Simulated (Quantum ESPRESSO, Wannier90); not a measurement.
# Wannier functions of MgH₄(ClO)₂ (C2/m)

Cell from Materials Project (mp-24336), symmetrised, no further relaxation. COD (Crystallography Open Database) has an entry of this formula and space group (matched by these alone). Method: PBEsol plane waves in Quantum ESPRESSO 7.5 (PseudoDojo norm-conserving files, 68 Ry, no spin polarisation, no spin-orbit coupling), Bloch states on a 4×4×6 mesh through Γ, Wannier90 4.0.1. Density: 6×6×8 mesh, cold smearing 0.01 Ry. The cell is built of weakly bound layers, chains or molecules. Database cells relaxed without dispersion often hold them too far apart, which can enlarge gaps and weakens couplings between them; spacing and stacking were not compared with the measured crystal.

```
begin unit_cell_cart
ang
    4.0255700000   -4.2407700000    0.0000000000
    4.0255700000    4.2407700000    0.0000000000
   -0.9616660000    0.0000000000    3.5760000000
end unit_cell_cart
mp_grid = 4 4 6
```

Which shells of neighbouring k-points and which b-vectors and weights does Wannier90 pick for this cell and mesh?


```
 *---------------------------------- K-MESH ----------------------------------*
 +----------------------------------------------------------------------------+
 |                    Distance to Nearest-Neighbour Shells                    |
 |                    ------------------------------------                    |
 |          Shell             Distance (Ang^-1)          Multiplicity         |
 |          -----             -----------------          ------------         |
 |             1                   0.274076                      4            |
 |             2                   0.292840                      2            |
 |             3                   0.360755                      4            |
 |             4                   0.370404                      2            |
 |             5                   0.404068                      2            |
 |             6                   0.433092                      2            |
 |             7                   0.437724                      4            |
 |             8                   0.472180                      4            |
       ... (lines left out)
 +----------------------------------------------------------------------------+
 | The b-vectors are chosen automatically                                     |
 | The following shells are used:                       1,  2,  3,  4         |
 +----------------------------------------------------------------------------+
 |                        Shell   # Nearest-Neighbours                        |
 |                        -----   --------------------                        |
 |                          1               4                                 |
 |                          2               2                                 |
 |                          3               4                                 |
 |                          4               2                                 |
 +----------------------------------------------------------------------------+
 | Completeness relation is fully satisfied [Eq. (B1), PRB 56, 12847 (1997)]  |
 +----------------------------------------------------------------------------+
 |                  b_k Vectors (Ang^-1) and Weights (Ang^2)                  |
 |                  ----------------------------------------                  |
 |            No.         b_k(x)      b_k(y)      b_k(z)        w_b           |
 |            ---        --------------------------------     --------        |
 |             1         0.195102    0.185202    0.052467     5.391006        |
 |             2         0.195102   -0.185202    0.052467     5.391006        |
 |             3        -0.195102   -0.185202   -0.052467     5.391006        |
 |             4        -0.195102    0.185202   -0.052467     5.391006        |
 |             5         0.000000    0.000000    0.292840     3.898746        |
 |             6         0.000000    0.000000   -0.292840     3.898746        |
 |             7        -0.195102   -0.185202    0.240373     1.176720        |
 |             8        -0.195102    0.185202    0.240373     1.176720        |
 |             9         0.195102    0.185202   -0.240373     1.176720        |
 |            10         0.195102   -0.185202   -0.240373     1.176720        |
 |            11         0.000000   -0.370404    0.000000     0.360484        |
 |            12         0.000000    0.370404    0.000000     0.360484        |
```
